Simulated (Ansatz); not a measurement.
Zr (hcp, Mg type), conventional cell a = 3.246 Å, b = 3.246 Å, c = 5.151 Å, α = 90.00°, β = 90.00°, γ = 120.00°. The calculation uses the primitive cell of 2 atoms, to which meshes and values per cell refer.

This relaxed cell (volume V₀) is scaled evenly in all directions, its shape held. Symmetry pins the atoms to their sites.

Computed with r2SCAN (plane waves to 500 eV, PAW, scalar-relativistic; Ansatz, a program for electronic structure). k mesh 16×16×9 (Γ-centred), Fermi-Dirac smearing 0.05 eV. Energies are smeared free energies. Compression counts positive. Zr is run without spin polarisation. Zr was relaxed with its symmetry unable to fall. ΔE is measured from the relaxed starting cell.

Estimate the ΔE (meV/atom) and P (GPa) for V/V₀ = 0.925, 0.950, 0.975, 1.025, 1.075.


| V/V₀ | ΔE (meV/atom) | P (GPa) |
|---|---|---|
| 0.925 | 44 | 8.4 |
| 0.950 | 19 | 5.3 |
| 0.975 | 5 | 2.5 |
| 1.025 | 4 | -2.3 |
| 1.075 | 36 | -6.1 |

(A scan under strain: stresses follow from slopes of the energy per volume, elastic moduli from its curvatures.)
